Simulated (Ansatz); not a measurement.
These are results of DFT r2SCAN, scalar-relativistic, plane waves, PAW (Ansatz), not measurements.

Structure of Sb₂Ru:

```yaml
crystal:
  lattice:
    - [5.97838, 0.00000, 0.00000]
    - [0.00000, 6.71389, 0.00000]
    - [0.00000, 0.00000, 3.21365]
  atoms:
    - { symbol: Sb, position: [0.18251, 0.35879, 0.00000] }
    - { symbol: Sb, position: [0.81749, 0.64121, 0.00000] }
    - { symbol: Sb, position: [0.68251, 0.14121, 0.50000] }
    - { symbol: Sb, position: [0.31749, 0.85879, 0.50000] }
    - { symbol: Ru, position: [0.00000, 0.00000, 0.00000] }
    - { symbol: Ru, position: [0.50000, 0.50000, 0.50000] }
```

Plane waves to 500 eV, a k mesh through Γ of 6×6×12 on the computed 6-atom cell and Gaussian smearing (0.01 eV); no spin polarisation.

Levels along Γ–X–S–Y–Γ–Z–U–R–T–Z | X–U | Y–T | S–R, in eV from a zero inside the gap, sorted by energy at each point. Points in fractions of the primitive reciprocal vectors: Γ (0.000 0.000 0.000), X (0.500 0.000 0.000), S (0.500 0.500 0.000), Y (0.000 0.500 0.000), Z (0.000 0.000 0.500), U (0.500 0.000 0.500), R (0.500 0.500 0.500), T (0.000 0.500 0.500).
```
point k (1/Å, with 2π) band 43  band 44  band 45  band 46  band 47  band 48  band 49
    Γ             0.000    -1.28    -0.89    -0.84    -0.77     1.82     2.36     3.62
    -             0.075    -1.23    -0.89    -0.85    -0.79     1.84     2.41     3.64
    -             0.150    -1.08    -0.90    -0.86    -0.82     1.90     2.54     3.67
    -             0.225    -0.92    -0.88    -0.88    -0.86     2.03     2.76     3.31
    -             0.300    -0.94    -0.93    -0.89    -0.69     2.22     3.03     3.05
    -             0.375    -0.96    -0.95    -0.91    -0.67     2.49     2.92     3.40
    -             0.450    -0.97    -0.95    -0.93    -0.78     2.79     2.97     3.80
    X             0.525    -0.94    -0.94    -0.91    -0.91     2.98     2.98     4.05
    -             0.592    -0.95    -0.95    -0.94    -0.94     2.89     2.89     4.12
    -             0.659    -1.05    -1.05    -0.93    -0.93     2.68     2.68     4.26
    -             0.726    -1.16    -1.16    -0.91    -0.91     2.39     2.39     4.34
    -             0.793    -1.17    -1.17    -0.89    -0.89     2.08     2.08     4.41
    -             0.860    -1.09    -1.09    -0.88    -0.88     1.78     1.78     4.41
    -             0.927    -0.98    -0.98    -0.86    -0.86     1.55     1.55     4.40
    S             0.993    -0.94    -0.94    -0.86    -0.86     1.47     1.47     4.39
    -             1.069    -1.00    -1.00    -0.87    -0.87     1.53     1.53     4.41
    -             1.144    -1.13    -1.13    -0.88    -0.88     1.68     1.68     4.22
    -             1.219    -1.18    -1.18    -0.90    -0.90     1.85     1.85     4.00
    -             1.294    -1.06    -1.06    -0.93    -0.93     2.02     2.02     3.82
    -             1.369    -0.95    -0.95    -0.87    -0.87     2.19     2.19     3.53
    -             1.444    -0.97    -0.97    -0.71    -0.71     2.36     2.36     3.15
    Y             1.519    -0.97    -0.97    -0.65    -0.65     2.48     2.48     2.95
    -             1.586    -0.97    -0.97    -0.70    -0.60     2.32     2.44     3.02
    -             1.653    -0.96    -0.95    -0.74    -0.62     2.14     2.33     3.05
    -             1.719    -0.94    -0.93    -0.77    -0.75     2.01     2.42     2.82
    -             1.786    -0.97    -0.92    -0.90    -0.78     1.92     2.63     2.72
    -             1.853    -1.16    -0.90    -0.87    -0.78     1.86     2.48     3.12
    -             1.920    -1.26    -0.89    -0.85    -0.77     1.83     2.39     3.48
    Γ             1.987    -1.28    -0.89    -0.84    -0.77     1.82     2.36     3.62
    -             2.127    -1.30    -0.98    -0.90    -0.79     1.64     2.01     3.63
    -             2.266    -1.35    -1.21    -1.04    -0.84     0.78     1.89     2.70
    -             2.406    -1.48    -1.23    -1.16    -0.93     0.19     1.56     1.85
    -             2.545    -1.61    -1.20    -1.16    -0.93     0.07     0.89     1.81
    -             2.685    -1.45    -1.35    -1.26    -0.85     0.19     0.68     1.77
    -             2.825    -1.51    -1.43    -1.07    -0.79     0.42     0.67     1.79
    Z             2.964    -1.53    -1.53    -0.83    -0.83     0.62     0.62     2.05
    -             3.039    -1.59    -1.59    -0.81    -0.81     0.64     0.64     2.04
    -             3.115    -1.74    -1.74    -0.78    -0.78     0.67     0.67     2.01
    -             3.190    -1.84    -1.84    -0.76    -0.76     0.73     0.73     1.99
    -             3.265    -1.73    -1.73    -0.81    -0.81     0.82     0.82     1.97
    -             3.340    -1.67    -1.67    -0.92    -0.92     0.91     0.91     1.97
    -             3.415    -1.67    -1.67    -1.03    -1.03     0.98     0.98     1.98
    U             3.490    -1.70    -1.70    -1.08    -1.08     1.00     1.00     1.98
    -             3.557    -1.73    -1.73    -0.98    -0.98     0.99     0.99     1.99
    -             3.624    -1.73    -1.73    -0.80    -0.80     0.97     0.97     2.03
    -             3.690    -1.71    -1.71    -0.60    -0.60     0.93     0.93     2.11
    -             3.757    -1.70    -1.70    -0.41    -0.41     0.87     0.87     2.23
    -             3.824    -1.69    -1.69    -0.26    -0.26     0.78     0.78     2.37
    -             3.891    -1.70    -1.70    -0.14    -0.14     0.70     0.70     2.48
    R             3.958    -1.73    -1.73    -0.09    -0.09     0.66     0.66     2.52
    -             4.033    -1.72    -1.72    -0.15    -0.15     0.66     0.66     2.57
    -             4.108    -1.71    -1.71    -0.29    -0.29     0.66     0.66     2.54
    -             4.183    -1.68    -1.68    -0.46    -0.46     0.65     0.65     2.20
    -             4.258    -1.67    -1.67    -0.55    -0.55     0.62     0.62     1.78
    -             4.333    -1.73    -1.73    -0.51    -0.51     0.60     0.60     1.40
    -             4.408    -1.82    -1.82    -0.39    -0.39     0.58     0.58     1.11
    T             4.483    -1.85    -1.85    -0.33    -0.33     0.57     0.57     1.00
    -             4.550    -1.75    -1.75    -0.46    -0.46     0.59     0.59     1.08
    -             4.617    -1.58    -1.58    -0.76    -0.76     0.61     0.61     1.29
    -             4.684    -1.47    -1.47    -1.03    -1.03     0.61     0.61     1.51
    -             4.751    -1.59    -1.59    -1.05    -1.05     0.62     0.62     1.71
    -             4.818    -1.63    -1.63    -0.94    -0.94     0.62     0.62     1.88
    -             4.884    -1.56    -1.56    -0.86    -0.86     0.62     0.62     2.00
    Z             4.951    -1.53    -1.53    -0.83    -0.83     0.62     0.62     2.05
    X             4.951    -0.94    -0.94    -0.91    -0.91     2.98     2.98     4.05
    -             5.091    -1.05    -1.05    -0.75    -0.75     2.93     2.93     3.66
    -             5.231    -1.29    -1.29    -0.54    -0.54     2.32     2.32     3.30
    -             5.370    -1.59    -1.59    -0.62    -0.62     1.77     1.77     2.53
    -             5.510    -1.69    -1.69    -0.90    -0.90     1.44     1.44     2.12
    -             5.649    -1.66    -1.66    -1.05    -1.05     1.11     1.11     2.20
    -             5.789    -1.65    -1.65    -1.08    -1.08     1.01     1.01     2.06
    U             5.929    -1.70    -1.70    -1.08    -1.08     1.00     1.00     1.98
    Y             5.929    -0.97    -0.97    -0.65    -0.65     2.48     2.48     2.95
    -             6.069    -1.16    -1.16    -0.54    -0.54     2.43     2.43     3.01
    -             6.208    -1.45    -1.45    -0.42    -0.42     1.75     1.75     2.93
    -             6.348    -1.61    -1.61    -0.38    -0.38     1.00     1.00     3.06
    -             6.487    -1.76    -1.76    -0.43    -0.43     0.65     0.65     2.16
    -             6.627    -1.69    -1.69    -0.49    -0.49     0.58     0.58     1.47
    -             6.767    -1.68    -1.68    -0.43    -0.43     0.58     0.58     1.11
    T             6.906    -1.85    -1.85    -0.33    -0.33     0.57     0.57     1.00
    S             6.906    -0.94    -0.94    -0.86    -0.86     1.47     1.47     4.39
    -             7.046    -0.95    -0.95    -0.67    -0.67     1.47     1.47     3.92
    -             7.186    -1.01    -1.01    -0.36    -0.36     1.42     1.42     2.81
    -             7.325    -1.03    -1.03    -0.44    -0.44     1.09     1.09     2.07
    -             7.465    -1.17    -1.17    -0.67    -0.67     0.59     0.59     1.98
    -             7.605    -1.55    -1.55    -0.46    -0.46     0.47     0.47     2.10
    -             7.744    -1.75    -1.75    -0.20    -0.20     0.59     0.59     2.33
    R             7.884    -1.73    -1.73    -0.09    -0.09     0.66     0.66     2.52
```

Spin-orbit coupling is left out, which matters for the bands of heavy elements.

Cost: 1 run of about 6.5 core-minutes, on Arm Neoverse V2 (shared hosts).